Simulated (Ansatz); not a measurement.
# What is wrong with this input? (Ti5Si)

Someone meant to compute Ti5Si with PBE, plane waves and PAW in Ansatz and wrote this input.

```yaml
crystal:
  lattice:
    - [2.5228393509, 1.4565619783, 4.4409048145]
    - [-2.5228393509, 1.4565619783, 4.4409048145]
    - [0.0, -2.9131239567, 4.4409048145]
  atoms:
    - { symbol: Ti, position: [0.15143967, 0.15143967, 0.15143967] }
    - { symbol: Ti, position: [0.60535, 0.39465, 0.0] }
    - { symbol: Ti, position: [0.0, 0.60535, 0.39465] }
    - { symbol: Ti, position: [0.84856033, 0.84856033, 0.84856033] }
    - { symbol: Ti, position: [0.39465, 0.0, 0.60535] }
    - { symbol: Si, position: [0.5, 0.5, 0.5] }
basis:
  ecutwfc: 420
kpoints:
  mp_grid: { grid: [12, 12, 12] }
hamiltonian:
  xc: pbe
scf:
  occupations: { method: gaussian, width: 0.1 }
  max_iter: 12
  convergence: { dr2_threshold: "1e-19 eV" }
output:
  forces: true
  stress: true
  eigenvalues: true
```

Command:

```bash
ansatz run input.yaml --threads 1 --pin off --max-ram 2560MiB --backend cpu --events-out ev --progress --plain --runs-dir out
```

The program printed (HF is the Harris–Foulkes energy, dr2 the density residual in eV):

```text
Pseudopotential: Ti, paw, valence charge 12, recommended cutoff 420 eV (normal)
Pseudopotential: Si, paw, valence charge 4, recommended cutoff 420 eV (normal)
Crystal: 6 atoms, lattice volume = 97.913 Å³
Basis set: ecut = 420 eV, 1911 PW (Γ), exchange–correlation on 72×72×72 points (8 copies of the dense FFT grid, shifted against one another)
Bands: 39, of which v1, the nominal top of the filled ones, is band 32 counted from 1 (31 counted from 0)
Symmetry: 6 space group operations
Space group: R32 (ITA 155), of the structure as read, at distance tolerance 4.6e-5 Å
k-points: 189 of 1728 (time reversal used)
Initial density: superposition of atomic densities, corrected by the library's trained network
SCF iter   1: HF=-13135.946357 eV  Δρ=7.59e-3  dr2=8.24e-2
SCF iter   2: HF=-13135.932155 eV  Δρ=4.15e-3  dr2=2.78e-2
SCF iter   3: HF=-13135.925314 eV  Δρ=6.47e-4  dr2=5.82e-4
SCF iter   4: HF=-13135.925169 eV  Δρ=1.31e-4  dr2=2.12e-5
   ...
SCF iter  10: HF=-13135.925162 eV  Δρ=4.81e-8  dr2=2.14e-12
SCF iter  11: HF=-13135.925162 eV  Δρ=9.98e-9  dr2=5.72e-14
SCF iter  12: HF=-13135.925162 eV  Δρ=2.37e-9  dr2=3.45e-15
Error: did not converge after 12 iterations: dr2 = 3.45e-15 (threshold 1.00e-19), under the density mixer `msr1`, which `scf.mixing.algorithm: auto` chose by the deck's other keys (type `scf.mixing.algorithm: msr1` to keep it); raise `scf.max_iter`, which need not help a stalled SCF …
```

Problem. Name the fault and the cure.

Solution. The fault is an SCF threshold too tight for the iterations allowed. The residual can't fall so far within the iterations allowed. The cure is the default threshold.

Fix:

```diff
 scf:
-  max_iter: 12
-  convergence: { dr2_threshold: "1e-19 eV" }
```

With the mended input the run converges and gives no gap, a largest force of 0.027 eV/Å.

The mended run took 74 s on 1 thread of Intel(R) Xeon(R) Platinum 8259CL CPU @ 2.50GHz (Skylake/Cascade Lake) (shared host), peak memory 0.79 GiB.